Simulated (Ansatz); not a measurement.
Relaxed-ion elastic tensor of YNbN3 (cubic perovskite, Pm-3m) in GPa (Voigt order), DFT-r²SCAN in the program Ansatz with PAW potentials; density 5.67 g/cm³, 13.12 Å³ per atom.

```
     1    2    3     4     5     6
-  ---  ---  ---  ----  ----  ----
1  432  101  101   0.0   0.0   0.0
2  101  432  101   0.0   0.0   0.0
3  101  101  432   0.0   0.0   0.0
4  0.0  0.0  0.0  61.9   0.0   0.0
5  0.0  0.0  0.0   0.0  61.9   0.0
6  0.0  0.0  0.0   0.0   0.0  61.9
```

Task: Is the crystal mechanically stable?

Result: Yes: the smallest eigenvalue of C is 61.9 GPa.

Task: Work out the Voigt, Reuss and Hill averages.

Result: K_V = 211, K_R = 211, K_H = 211; G_V = 103, G_R = 82.6, G_H = 92.9 GPa.

Task: Give Young's modulus, Poisson's ratio, Pugh's ratio and the universal anisotropy index.

Result: E = 9KG/(3K + G) = 243 GPa; ν = 0.31; K/G = 2.27 (ductile by the Pugh limit of 1.75); A_U = 5G_V/G_R + K_V/K_R − 6 = 1.26.

Task: Estimate the sound speeds and the Debye temperature.

Result: v_l = √((K + 4G/3)/ρ) = 7690 m/s, v_t = √(G/ρ) = 4050 m/s, mean 4530 m/s; Θ = (h/k)(3n/4πV)^(1/3) v_m = 572 K.

The start of the workflow was typed in or built on a structure type; neither database checked (COD, Materials Project) lists it. Whether it is the stable phase at ambient conditions was not checked. The cell was relaxed with r²SCAN under the symmetry of its start; its stability against distortions is not shown here. The workflow began spin-polarised and lost its moments. Other orbital occupations within this spin state were not tried. As this level gives no gap, shear constants depend on the k-mesh and smearing (Fermi–Dirac, 0.1 eV here).

Potentials: the later of the program's two PAW sets.
